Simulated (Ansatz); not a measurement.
Guessed and relaxed cells of ScSi₂

A trial structure of ScSi₂ was built thus: random cell by space group and Wyckoff sites (P4mm, No. 99). The dimensions are guesses.

start.xyz

```xyz
3
Lattice="4.1391 0.0000 0.0000 0.0000 4.1391 0.0000 0.0000 0.0000 3.3076" Properties=species:S:1:pos:R:3 pbc="T T T"
Sc    0.0000    0.0000    2.5490
Si    2.0696    0.0000    2.4960
Si    0.0000    2.0696    2.4960
```

Method: Ansatz 0.2.0, DFT PBE, scalar-relativistic, plane waves, PAW. Cutoff 420 eV, Gaussian smearing, Γ-centred meshes. Cell and atoms relax first on a coarse mesh and then on a finer one. In between, the cell is made exact in the group found at 0.06 Å. In metals the finer mesh still leaves noise of several meV/atom or more. The steps can't lower the symmetry of their start. No spin polarisation in the relaxation; trial moments died out in a coarse test.

end.xyz

```xyz
3
Lattice="3.6468 0.0000 0.0000 0.0000 3.6468 0.0000 0.0000 0.0000 4.1955" Properties=species:S:1:pos:R:3 pbc="T T T"
Sc    0.0000    0.0000    0.0000
Si    1.8234    0.0000    2.0978
Si    0.0000    1.8234    2.0978
```

The symmetry goes from P4mm (No. 99) to P4/mmm (No. 123). The volume per atom shrinks by 1.5 %, from 18.9 to 18.6 Å³. The shortest distance goes from 2.07 Å (Sc–Si) to 2.58 Å (Si–Si). The energy falls by about 3.2 eV/atom (the start's value is from the coarse mesh). The end is written in a standard setting, so origin, axes and order of atoms can differ from the start's.

```
Volume per atom                             : 18.60 Å³
Density                                     : 3.01 g/cm³
Energy over the elements                    : −0.38 eV/atom
Gap on the 12×12×12 mesh of the 3-atom cell : 0 eV (a metal)
```

The zero of energy is the elements' standard structures at the same level; no fitted shifts are applied. It lies below the elements, which doesn't yet make it stable against other compounds or structures.

The last run used Gaussian smearing of 0.10 eV. A structure relaxed within its symmetry needn't be a true minimum. In all, the 4 runs took 2.9 min on 1 thread of Arm Neoverse V2 (shared host).
